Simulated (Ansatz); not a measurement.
The start is a relaxed La cell displaced along its unstable phonon at q = (½, ½, 0) of its primitive reciprocal cell (46i cm⁻¹), largest move 0.15 Å. The cell and all atomic positions are relaxed at zero pressure with PBEsol (plane waves to 420 eV, PAW, scalar-relativistic; Ansatz, a quantum-chemistry and plane-wave program). First-step values are on the input's coarse k-mesh.

Ansatz input (later rounds restart from its end on a renewed k-mesh):
Ansatz 0.2 input:
```yaml
crystal:
  lattice:
    - [-4.489030225, 4.489030225, 6.58320722]
    - [0, 0, 6.58320722]
    - [2.2445151125, 2.2445151125, -3.29160361]
  atoms:
    - { symbol: La, position: [0, 0.7534580959, 0] }
    - { symbol: La, position: [0.5, 0.7078876027, 1] }
    - { symbol: La, position: [0, 0.2921123973, 0] }
    - { symbol: La, position: [0.5, 0.2465419041, 1] }
basis: { ecutwfc: 420, ecutrho_ratio: 4, xc_grid: 2, fft_grid_basis: typed }
kpoints: { mp_grid: { grid: [10, 10, 10] } }
hamiltonian:
  xc: pbesol
  dispersion: none
  pseudopotentials: { azcp: { folder: ./paw }, kind: paw }
scf: { occupations: { method: fermi_dirac, width: 0.05 } }
relax: { f_tol: 0.01, max_steps: 100, cell: { stress_tol: 0.02 } }
output: { forces: true, stress: true }
```

Question: By how much does the energy per atom fall from start to end?

Answer: 0.23 eV/atom.

Question: How does the volume change?

Answer: +0.4 %, from 33.17 to 33.30 Å³/atom.

Question: Is the parent structure recovered?

Answer: It does not go back: it reaches Cmcm (No. 63), 0.24 eV/atom below the parent.

Question: How do the shortest distances between atoms change?

Answer: The closest pairs of elements (up to four, under 3.6 Å), start → end: La–La 3.04 → 3.03 Å.

Question: Write out the relaxed structure.

Answer: 
Space group Cmcm (No. 63); a = 6.4862 Å, b = 7.0012 Å, c = 5.8660 Å, α = 90.00°, β = 90.00°, γ = 90.00°

```json
[
 {"atom": "La", "site": "4c", "symmetry": "m2m", "x": "0.0000", "y": "0.0826", "z": "0.7500"},
 {"atom": "La", "site": "4c", "symmetry": "m2m", "x": "0.0000", "y": "0.3505", "z": "0.2500"}
]
```
(The calculation used a cell of 4 atoms; values per cell refer to that cell.)

Final values are on a 10×10×8 k-mesh of the relaxed cell. No spin polarisation in the result.

The run could not lose the symmetry of its start: the end is stationary, and may be a saddle point rather than a minimum.

The relaxed structure here is a generated cell of La: the first start was made by placing the elements on the sites of a structure type, and the end was not matched to a known phase here, so it may be hypothetical. Known forms of La include space group No. 194.
